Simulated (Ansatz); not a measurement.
SiC (wurtzite)

```
CELL_PARAMETERS angstrom
      3.07548     0.00000     0.00000
     -1.53774     2.66344     0.00000
      0.00000     0.00000     5.04859
ATOMIC_POSITIONS crystal
  Si 0.66667 0.33333 0.00050
  Si 0.33333 0.66667 0.50050
  C  0.66667 0.33333 0.62470
  C  0.33333 0.66667 0.12470
```

The slice is a (1 -1 0 0) plane (indices of the conventional cell) through the point (0.667, 0.333, 0.001) (fractional), spanned by u = [110] and v = [001] in vectors of this cell: u (3.08 Å) and v (5.05 Å, at 90° to u). It covers one period; positions are fractions (u, v).

All values below come from r2SCAN (plane waves to 500 eV, PAW, scalar-relativistic; Ansatz, a first-principles code). k mesh 12×12×7. Inside the PAW spheres the values are not all-electron values, and peaks at nuclei hang on which shells count as valence. SiC was relaxed with its symmetry unable to fall. The PAW data are Ansatz's earlier set.

Question: Around which element is the density of the highest valence band (whole band, smooth part) largest on this plane?

Answer: C. Mean over a disc round each atom, of radius 0.45 times the shortest bond: C 0.153, Si 0.033 e/Å³.

Question: What is the ELF at the midpoint of the shortest Si–C line in this plane (1.90 Å)?

Answer: 0.9.

Question: The ELF has a maximum in the middle third of the Si–C line. Where, and how high?

Answer: 0.93, 1.0 Å from Si.

Question: Predict the map of the density of the highest valence band (whole band, smooth part) on the slice.

Answer: 
```tsv
v \ u	0.00	0.12	0.24	0.35	0.47	0.59	0.71	0.82	0.94
0.86	0.104	0.076	0.032	0.012	0.007	0.008	0.019	0.052	0.096
0.71	0.248	0.189	0.081	0.029	0.012	0.018	0.048	0.130	0.233
0.57	0.140	0.201	0.130	0.060	0.029	0.040	0.089	0.179	0.170
0.43	0.050	0.045	0.033	0.021	0.013	0.016	0.027	0.039	0.049
0.29	0.004	0.005	0.011	0.021	0.029	0.026	0.016	0.008	0.004
0.14	0.018	0.032	0.050	0.058	0.061	0.060	0.055	0.043	0.022
0.00	0.004	0.013	0.043	0.049	0.046	0.047	0.049	0.028	0.005
```

Values: density of the highest valence band (whole band, smooth part) in e/Å³.
